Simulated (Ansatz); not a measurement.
**Relaxation path: diamond Ge (111), 4 layers**

DFT, PBEsol, PAW with Ansatz's default frozen-core files, scalar-relativistic (Ansatz 0.2.0); a Γ-centred 9×9×1 k mesh, Fermi–Dirac smearing of 0.02 eV, no spin polarisation. The run relaxes the atoms in the fixed cell.

Command: `ansatz run input.yaml --threads 1 --pin off --max-ram 3584MiB --backend cpu --events-out ev --progress --plain --runs-dir out` It took 25 s on 1 thread of Intel(R) Xeon(R) 6975P-C (Granite Rapids) (shared host), peak memory 0.5 GiB.

```yaml
crystal:
  lattice:
    - [4.0132784969, 0.0, 0.0]
    - [-2.0066392484, 3.4756011308, 0.0]
    - [0.0, 0.0, 20.096]
  atoms:
    - { symbol: Ge, position: [0.1666666665, 0.3333333335, 0.3980882958] }
    - { symbol: Ge, position: [0.5000000005, 0.9999999995, 0.4388529777] }
    - { symbol: Ge, position: [0.5000000005, 0.9999999995, 0.5611470227] }
    - { symbol: Ge, position: [0.8333333335, 0.6666666665, 0.6019117042] }
kpoints:
  mp_grid: { grid: [9, 9, 1] }
scf:
  occupations: { method: fermi_dirac, width: 0.02 }
hamiltonian:
  xc: pbesol
  pseudopotentials: { kind: paw }
output:
  forces: true
  stress: true
  eigenvalues: true
  write_density: true
  write_potential: true
  elf: true
  volumetric_format: npy
relax:
  f_tol: 0.01
  max_steps: 40
efield:
  axis: 3
  amplitude: 0
  dipole_correction: true
```

Each step lists its free energy a cell above the last geometry, and Cartesian positions (Å) with forces (eV/Å).

The first step:

```
step 1  dF = 54.52 meV
  Ge 0.0000 1.1585 8.0000   0.0000 0.0000 0.2037
  Ge 0.0000 3.4756 8.8192   0.0000 0.0000 -0.8170
  Ge 0.0000 3.4756 11.2768   0.0000 0.0000 0.8170
  Ge 2.0066 2.3171 12.0960   0.0000 0.0000 -0.2037
```

The PAW files were made under PBE. Real surfaces of this kind reconstruct, which a 1×1 cell forbids.

Where does the relaxation end, and by which steps?

After 4 geometries, with a shortest distance of 2.436 Å. The further steps:
```
step 2  dF = 8.49 meV
  Ge 0.0000 1.1585 8.0058   0.0000 0.0000 0.0171
  Ge 0.0000 3.4756 8.7765   0.0000 0.0000 -0.2608
  Ge 0.0000 3.4756 11.3195   0.0000 0.0000 0.2607
  Ge 2.0066 2.3171 12.0902   0.0000 0.0000 -0.0171
step 3  dF = 0.79 meV
  Ge 0.0000 1.1585 7.9761   0.0000 0.0000 0.0574
  Ge 0.0000 3.4756 8.7417   0.0000 0.0000 -0.0390
  Ge 0.0000 3.4756 11.3543   0.0000 0.0000 0.0390
  Ge 2.0066 2.3171 12.1199   0.0000 0.0000 -0.0574
step 4  dF = 0.00 meV
  Ge 0.0000 1.1585 7.9886   0.0000 0.0000 0.0044
  Ge 0.0000 3.4756 8.7409   0.0000 0.0000 -0.0052
  Ge 0.0000 3.4756 11.3551   0.0000 0.0000 0.0052
  Ge 2.0066 2.3171 12.1074   0.0000 0.0000 -0.0044
step 5  dF = 0.00 meV  (same geometry, solved once more)
  Ge 0.0000 1.1585 7.9886   0.0000 0.0000 0.0043
  Ge 0.0000 3.4756 8.7409   0.0000 0.0000 -0.0052
  Ge 0.0000 3.4756 11.3551   0.0000 0.0000 0.0052
  Ge 2.0066 2.3171 12.1074   0.0000 0.0000 -0.0043
```
